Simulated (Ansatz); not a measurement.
Here is the system:

Starting cell, Mg (hcp, Mg type):

```
CELL_PARAMETERS angstrom
      3.18616     0.00000     0.00000
     -1.59308     2.75930     0.00000
      0.00000     0.00000     5.22349
ATOMIC_POSITIONS crystal
  Mg 0.33333 0.66667 0.75000
  Mg 0.66667 0.33333 0.25000
```

A phonon eigenvector at Γ is frozen into this cell: atom i moves by Q times the vector below, so Q is the largest atomic displacement, in Å. The cell is held.

| atom | x | y | z |
|---|---|---|---|
| Mg1 | 0.000 | 0.000 | -1.000 |
| Mg2 | 0.000 | 0.000 | 1.000 |

Calculation: PBE (plane waves to 420 eV, PAW, scalar-relativistic; Ansatz, an electronic-structure program). k mesh 17×17×9 (Γ-centred), Fermi-Dirac smearing 0.05 eV. Energies are smeared free energies. With partly filled bands, energies and forces of such displacements shift with the k mesh and the smearing. Mg was relaxed with its symmetry unable to fall. The PAW data are Ansatz's earlier set. The zero of ΔE is the undisplaced structure.

The scan covers Q from -0.100 to 0.100 Å in 13 points.

Q: Which space group does the distorted structure have?

A: P-3m1 (No. 164), lowered from P6_3/mmc.

Q: Is the energy the same for equal positive and negative displacements?

A: Even: the same for both signs.

Q: Is this a single well or a double well?

A: A single well with its minimum at or next to zero displacement.

Q: What is the energy change at Q = 0.100 Å?

A: 53.4 meV/cell.

Q: What harmonic wavenumber does the curvature at Q = 0 give?

A: 242 cm⁻¹.

(For displaced atoms, the force is minus the slope of the energy, and its curvature is a force constant, which sets phonon frequencies.)
